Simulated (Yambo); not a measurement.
G0W0@LDA for CdSe (zinc blende, space group F-43m, No. 216) in Yambo. Reference settings: 4×4×4 Γ-centred k mesh, bands 10 to 113 and a 8 Ry block in the screening, 113 bands in G with the Bruneval-Gonze terminator, plasmon pole fitted at 27.2 eV. The LDA gap Γ → Γ on this mesh is 0.40 eV; G0W0 gaps are taken between the same points.

With and without the terminator, as bands are cut:

```json
[
 {"bands in G (in W)": "32 (32)", "gap, terminator (eV)": "1.966", "gap, none (eV)": "1.877", "valence shift, terminator (eV)": "-0.653", "valence shift, none (eV)": "-0.352"},
 {"bands in G (in W)": "45 (45)", "gap, terminator (eV)": "1.868", "gap, none (eV)": "1.786", "valence shift, terminator (eV)": "-0.772", "valence shift, none (eV)": "-0.528"},
 {"bands in G (in W)": "65 (65)", "gap, terminator (eV)": "1.830", "gap, none (eV)": "1.760", "valence shift, terminator (eV)": "-0.891", "valence shift, none (eV)": "-0.704"},
 {"bands in G (in W)": "89 (89)", "gap, terminator (eV)": "1.817", "gap, none (eV)": "1.766", "valence shift, terminator (eV)": "-0.958", "valence shift, none (eV)": "-0.826"},
 {"bands in G (in W)": "113 (113)", "gap, terminator (eV)": "1.817", "gap, none (eV)": "1.781", "valence shift, terminator (eV)": "-1.001", "valence shift, none (eV)": "-0.905"}
]
```

Over this range the gap spans 0.149 eV with the terminator and 0.117 eV without, the valence shift 0.348 eV and 0.553 eV. Neither column has reached its limit for certain.

The standard potential for Se keeps a d shell in the valence without the s and p states of that shell. In tests on such compounds this moved G0W0 gaps by up to about 0.9 eV, so absolute quasiparticle energies here are unreliable; differences between settings are what counts.

Spin-orbit coupling is not included.

Geometry relaxed with LDA; primitive cell a = b = c = 4.2498 Å, α = β = γ = 60.00°.

A shift is the quasiparticle energy of the state minus its LDA energy.
